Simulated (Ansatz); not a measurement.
A relaxation computed with Ansatz, from input to last step.

```yaml
crystal:
  lattice:
    - [1.9745741029, 1.1400208898, 6.948376441]
    - [-1.9745741029, 1.1400208898, 6.948376441]
    - [0.0, -2.2800417797, 6.948376441]
  atoms:
    - { symbol: "Y", position: [0.0, 0.0, 0.0] }
    - { symbol: Ag, position: [0.5, 0.5, 0.5] }
    - { symbol: S, position: [0.222, 0.222, 0.222] }
    - { symbol: S, position: [0.778, 0.778, 0.778] }
basis:
  ecutwfc: 420
kpoints:
  mp_grid: { grid: [6, 6, 6] }
hamiltonian:
  xc: pbesol
scf:
  occupations: { method: gaussian, width: 0.1 }
  lower_state_search: "off"
output:
  forces: true
  stress: true
  eigenvalues: true
relax:
  adjacent_minimum: "off"
  f_tol: 0.04
  max_steps: 70
  cell: { stress_tol: 0.4 }
```

```bash
ansatz run input.yaml --threads 1 --pin off --max-ram 2560MiB --backend cpu --events-out ev --progress --plain --runs-dir out
```

Theory: Ansatz, DFT PBEsol, scalar-relativistic, plane waves, PAW.

Of 8 frames 8 are shown, positions in Å and forces in eV/Å; the SCF threshold varies from step to step. Steps run on the plane waves of an earlier cell, with a Pulay correction in the pressure. The basis is chosen afresh for the last frame, the zero of the energies, and at times for earlier ones too; energy and pressure step there, also at an unchanged geometry.

```xyz
4
Lattice="1.9746 1.1400 6.9484 -1.9746 1.1400 6.9484 0.0000 -2.2800 6.9484" Properties=species:S:1:pos:R:3:forces:R:3 pbc="T T T" step=1 free_energy_over_end_meV_per_atom=869.61 pressure_GPa=-6.43
Y     0.0000    0.0000    0.0000    0.0000    0.0000    0.0000
Ag    0.0000    0.0000   10.4226    0.0000    0.0000    0.0000
S     0.0000    0.0000    4.6276    0.0000    0.0000    3.4307
S     0.0000    0.0000   16.2175    0.0000    0.0000   -3.4307
4
Lattice="1.9642 1.1340 6.7234 -1.9642 1.1340 6.7234 0.0000 -2.2680 6.7234" Properties=species:S:1:pos:R:3:forces:R:3 pbc="T T T" step=2 free_energy_over_end_meV_per_atom=462.60 pressure_GPa=-6.90
Y     0.0000    0.0000    0.0000    0.0000    0.0000    0.0000
Ag    0.0000    0.0000   10.0851    0.0000    0.0000    0.0000
S     0.0000    0.0000    4.6664    0.0000    0.0000    3.1065
S     0.0000    0.0000   15.5037    0.0000    0.0000   -3.1065
4
Lattice="1.9554 1.1289 6.4687 -1.9554 1.1289 6.4687 0.0000 -2.2579 6.4687" Properties=species:S:1:pos:R:3:forces:R:3 pbc="T T T" step=3 free_energy_over_end_meV_per_atom=147.35 pressure_GPa=-4.87
Y     0.0000    0.0000    0.0000    0.0000    0.0000    0.0000
Ag    0.0000    0.0000    9.7030    0.0000    0.0000    0.0000
S     0.0000    0.0000    4.6712    0.0000    0.0000    1.9122
S     0.0000    0.0000   14.7348    0.0000    0.0000   -1.9122
4
Lattice="1.9353 1.1174 6.2064 -1.9353 1.1174 6.2064 0.0000 -2.2347 6.2064" Properties=species:S:1:pos:R:3:forces:R:3 pbc="T T T" step=4 free_energy_over_end_meV_per_atom=13.78 pressure_GPa=1.42
Y     0.0000    0.0000    0.0000    0.0000    0.0000    0.0000
Ag    0.0000    0.0000    9.3096    0.0000    0.0000    0.0000
S     0.0000    0.0000    4.6585    0.0000    0.0000    0.2068
S     0.0000    0.0000   13.9606    0.0000    0.0000   -0.2068
4
Lattice="1.9486 1.1250 6.1244 -1.9486 1.1250 6.1244 0.0000 -2.2501 6.1244" Properties=species:S:1:pos:R:3:forces:R:3 pbc="T T T" step=5 free_energy_over_end_meV_per_atom=6.97 pressure_GPa=1.38
Y     0.0000    0.0000    0.0000    0.0000    0.0000    0.0000
Ag    0.0000    0.0000    9.1866    0.0000    0.0000    0.0000
S     0.0000    0.0000    4.6087    0.0000    0.0000    0.0627
S     0.0000    0.0000   13.7645    0.0000    0.0000   -0.0627
4
Lattice="1.9924 1.1503 5.9361 -1.9924 1.1503 5.9361 0.0000 -2.3006 5.9361" Properties=species:S:1:pos:R:3:forces:R:3 pbc="T T T" step=6 free_energy_over_end_meV_per_atom=0.03 pressure_GPa=-0.41
Y     0.0000    0.0000    0.0000    0.0000    0.0000    0.0000
Ag    0.0000    0.0000    8.9041    0.0000    0.0000    0.0000
S     0.0000    0.0000    4.4628    0.0000    0.0000    0.0771
S     0.0000    0.0000   13.3454    0.0000    0.0000   -0.0771
4
Lattice="1.9893 1.1485 5.9337 -1.9893 1.1485 5.9337 0.0000 -2.2971 5.9337" Properties=species:S:1:pos:R:3:forces:R:3 pbc="T T T" step=7 free_energy_over_end_meV_per_atom=-0.22 pressure_GPa=0.01
Y     0.0000    0.0000    0.0000    0.0000    0.0000    0.0000
Ag    0.0000    0.0000    8.9005    0.0000    0.0000    0.0000
S     0.0000    0.0000    4.4687    0.0000    0.0000   -0.0012
S     0.0000    0.0000   13.3324    0.0000    0.0000    0.0012
4
Lattice="1.9893 1.1485 5.9337 -1.9893 1.1485 5.9337 0.0000 -2.2971 5.9337" Properties=species:S:1:pos:R:3:forces:R:3 pbc="T T T" step=8 free_energy_over_end_meV_per_atom=0.00 pressure_GPa=0.01
Y     0.0000    0.0000    0.0000    0.0000    0.0000    0.0000
Ag    0.0000    0.0000    8.9005    0.0000    0.0000    0.0000
S     0.0000    0.0000    4.4687    0.0000    0.0000   -0.0011
S     0.0000    0.0000   13.3324    0.0000    0.0000    0.0011
```

The start puts this composition into another compound's structure type, which needn't suit it. At the end the space group is R-3m (tolerance 0.05 Å).

It took 37 s on 1 thread of Arm Neoverse V1 (shared host), peak memory 0.4 GiB.

The k mesh is coarse.